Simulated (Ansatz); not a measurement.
## 7 guesses for Li3S2 and where they end

These are results of DFT PBE, scalar-relativistic, plane waves, PAW in Ansatz 0.2.0, not measurements. Settings: cutoff 420 eV, Γ-centred meshes spaced at most about 0.3 Å⁻¹, and about 0.25 Å⁻¹ or finer for metals (2π included), Gaussian smearing. No spin polarisation in the final relaxations.

Each guess was relaxed in cell and atoms at zero pressure, within the symmetry of its start. All energies are static (0 K, no zero-point motion). Coordination counts S atoms around Li (those within 1.25 times the shortest such distance or 1.15 times the sum of covalent radii, 1.27 where that leaves under three; a plus sign parts nearer from farther groups; the shortest distance is added where it exceeds 1.18 times the sum of covalent radii; a slash parts the counts of unlike sites).

| guess | made from | start group | V start (Å³/atom) | end group | V end (Å³/atom) | coordination at the end | gap on mesh (eV) | E over the lowest end (meV/atom) |
| --- | --- | --- | --- | --- | --- | --- | --- | --- |
| 1 | Br2Cl3 type | R-3m | 21.6 | R-3m | 20.2 | Li 2 | 0 | 204 |
| 2 | random cell | P4/mmm | 17.0 | P4/mmm | 30.3 | Li 4/8+16 from 5.3 Å | 0 | 787 |
| 3 | random cell | P-6m2 | 18.7 | P-6m2 | 19.8 | Li 1 | 0 | 733 |
| 4 | Li3Ga2 type | R-3m | 16.8 | ? | ? | ? | ? | ? |
| 5 | random cell | P6/mmm | 16.2 | P6/mmm | 32.7 | Li 2 | 0 | 219 |
| 6 | random cell | Pmna | 17.7 | Cmmm | 18.5 | Li 4 | 0 | 0 |
| 7 | Fe3Ge2 type | P-6m2 | 15.2 | P-6m2 | 15.2 | Li 3+2/6 | 0 | 46 |

Guess 4 as it starts:

```
Li S
1.0
     2.25389    1.30128    4.77313
    -2.25389    1.30128    4.77313
     0.00000   -2.60256    4.77313
Li S
3 2
Direct
  0.59574 0.59574 0.59574
  0.40426 0.40426 0.40426
  0.00000 0.00000 0.00000
  0.20005 0.20005 0.20005
  0.79995 0.79995 0.79995
```

Task: Fill in the missing row: what does this guess relax into, and where does it rank?

Result: It ends in space group R-3m (No. 166), with a = 4.078 Å, c = 17.656 Å, 17.0 Å³/atom and no gap. It lies 65 meV/atom over the lowest end, above guess 7 and below guess 1. Counting S atoms around Li, this end has Li 3+1/6 and the lowest (guess 6) has Li 4.

```cif
data_structure
_symmetry_space_group_name_H-M 'R-3m:H'
_symmetry_Int_Tables_number 166
_cell_length_a 4.0779
_cell_length_b 4.0779
_cell_length_c 17.6560
_cell_angle_alpha 90.000
_cell_angle_beta 90.000
_cell_angle_gamma 120.000
_cell_volume 254.27
loop_
_atom_site_label
_atom_site_type_symbol
_atom_site_symmetry_multiplicity
_atom_site_Wyckoff_symbol
_atom_site_fract_x
_atom_site_fract_y
_atom_site_fract_z
_atom_site_occupancy
Li1 Li 6 c 0.66667 0.33333 0.91937 1
Li2 Li 3 a 0.00000 0.00000 0.00000 1
S1 S 6 c 0.33333 0.66667 0.92574 1
```

Formation energies are uncorrected and refer to the elements' standard structures at the same level.

Task: Is the lowest end bound against the elements?

Result: Yes: its formation energy is −0.97 eV/atom. Whether it is stable depends on the other phases of the system, which aren't compared here.

For metals, differences of a few meV/atom aren't resolved. No dispersion correction is applied, so the spacing and binding between layers, chains or molecules are poorly described (P4/mmm), and this can change margins and order among such cells. In Cmmm, P-6m2 at 15.2 Å³/atom, R-3m at 17.0 Å³/atom, R-3m at 20.2 Å³/atom, P6/mmm and others an odd number of electrons in the primitive cell allows no gap without spin; a larger cell or a magnetic state could open one. A magnetic state wasn't ruled out in cells without spin, among them P-6m2 at 15.2 Å³/atom, R-3m at 17.0 Å³/atom, P-6m2 at 19.8 Å³/atom. The reference form of S is held partly by dispersion forces, which this level lacks. Cells relaxed within their symmetry can be saddle points. A lower structure may well exist outside this small set. Some candidate types were left out of the draw beforehand, so a known form may be missing.
